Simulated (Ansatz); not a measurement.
Here is the system:

IrRh₃:
```
CELL_PARAMETERS angstrom
     -1.90418     1.90418     3.81139
      1.90418    -1.90418     3.81139
      1.90418     1.90418    -3.81139
ATOMIC_POSITIONS crystal
  Ir 0.00000 0.00000 0.00000
  Rh 0.75000 0.25000 0.50000
  Rh 0.25000 0.75000 0.50000
  Rh 0.50000 0.50000 0.00000
```

This is the r²SCAN-relaxed structure.

### Question
All from plane-wave PAW r²SCAN (Ansatz code), unless another level is named. Predict the density of states at the Fermi level.

### Answer
1.1 states/eV per atom (mean over ±0.08 eV).

### Question
Give the formation energy from the elements (no fitted shifts).

### Answer
-18 meV/atom.

Space group I4/mmm. The workflow started from a Materials Project entry (that database holds measured and hypothetical structures alike); the Crystallography Open Database copy checked does not list it. With Ir and Rh taken as one species the cell has the higher symmetry Fm-3m, so it may be an ordered model of a mixed-site phase. Its standing as an ambient phase is unchecked. The cell was relaxed with r²SCAN under the symmetry of its start; whether a distortion lowers the energy is not shown. No spin polarisation was allowed. The references are the lowest solids computed at this level, not always the standard phases. Spin–orbit coupling is left out wherever it is not named.

Potentials: the later of the program's two PAW sets.
